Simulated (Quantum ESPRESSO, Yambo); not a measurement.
# G0W0 results for F

```
CELL_PARAMETERS angstrom
      2.55632    -1.58403     0.00000
      2.55632     1.58403     0.00000
     -0.56211     0.00000     6.59771
ATOMIC_POSITIONS crystal
  F  0.59583 0.91533 0.59796
  F  0.40417 0.08467 0.40204
  F  0.08467 0.40417 0.90204
  F  0.91533 0.59583 0.09796
```

The geometry is that of Materials Project entry mp-561203, symmetrised and not relaxed again.

Starting point: norm-conserving PBEsol (Quantum ESPRESSO, 84 Ry, no spin-orbit coupling). G0W0 in Yambo: 6×6×2 Γ-centred k mesh, 102 bands and a 8 Ry block in the screening, 102 bands in G with the Bruneval-Gonze terminator, plasmon pole fitted at 27.2 eV.

The PBEsol gap along the band path is 2.47 eV and the PBEsol gap between the mesh's edge points (Γ → Γ) is 2.47 eV. The G0W0 gap between the same points comes out as 8.49 eV.

```json
[
 {"k point": "Γ", "band": "VB", "E PBEsol (eV)": "0.00", "E QP (eV)": "-2.85", "shift (eV)": "-2.85", "Z": "0.81"},
 {"k point": "Γ", "band": "CB", "E PBEsol (eV)": "2.47", "E QP (eV)": "5.64", "shift (eV)": "3.17", "Z": "0.82"},
 {"k point": "(0, -0.5, 0)", "band": "VB", "E PBEsol (eV)": "-0.14", "E QP (eV)": "-2.94", "shift (eV)": "-2.81", "Z": "0.81"},
 {"k point": "(0, -0.5, 0)", "band": "CB", "E PBEsol (eV)": "3.15", "E QP (eV)": "6.53", "shift (eV)": "3.37", "Z": "0.81"},
 {"k point": "(0, -0.5, -0.5)", "band": "VB", "E PBEsol (eV)": "-0.05", "E QP (eV)": "-2.86", "shift (eV)": "-2.81", "Z": "0.81"},
 {"k point": "(0, -0.5, -0.5)", "band": "CB", "E PBEsol (eV)": "3.06", "E QP (eV)": "6.49", "shift (eV)": "3.43", "Z": "0.81"},
 {"k point": "(-0.5, -0.5, 0)", "band": "VB", "E PBEsol (eV)": "-0.17", "E QP (eV)": "-3.00", "shift (eV)": "-2.83", "Z": "0.81"},
 {"k point": "(-0.5, -0.5, 0)", "band": "CB", "E PBEsol (eV)": "2.76", "E QP (eV)": "6.12", "shift (eV)": "3.36", "Z": "0.81"},
 {"k point": "(-0.5, -0.5, -0.5)", "band": "VB", "E PBEsol (eV)": "-0.45", "E QP (eV)": "-3.28", "shift (eV)": "-2.83", "Z": "0.81"},
 {"k point": "(-0.5, -0.5, -0.5)", "band": "CB", "E PBEsol (eV)": "3.13", "E QP (eV)": "6.57", "shift (eV)": "3.45", "Z": "0.81"},
 {"k point": "(0.5, 0, 0)", "band": "VB", "E PBEsol (eV)": "-0.14", "E QP (eV)": "-2.95", "shift (eV)": "-2.81", "Z": "0.81"},
 {"k point": "(0.5, 0, 0)", "band": "CB", "E PBEsol (eV)": "3.15", "E QP (eV)": "6.53", "shift (eV)": "3.37", "Z": "0.81"},
 {"k point": "(0.5, 0, 0.5)", "band": "VB", "E PBEsol (eV)": "-0.05", "E QP (eV)": "-2.86", "shift (eV)": "-2.81", "Z": "0.81"},
 {"k point": "(0.5, 0, 0.5)", "band": "CB", "E PBEsol (eV)": "3.06", "E QP (eV)": "6.49", "shift (eV)": "3.43", "Z": "0.81"}
]
```

Energies count from the PBEsol valence-band maximum.

Convergence of the G0W0 settings was not tested.

The distance between layers or molecules is the database entry's, not relaxed here. Functionals without dispersion can leave it too large, which widens gaps and weakens the response across layers: the numbers belong to this cell.
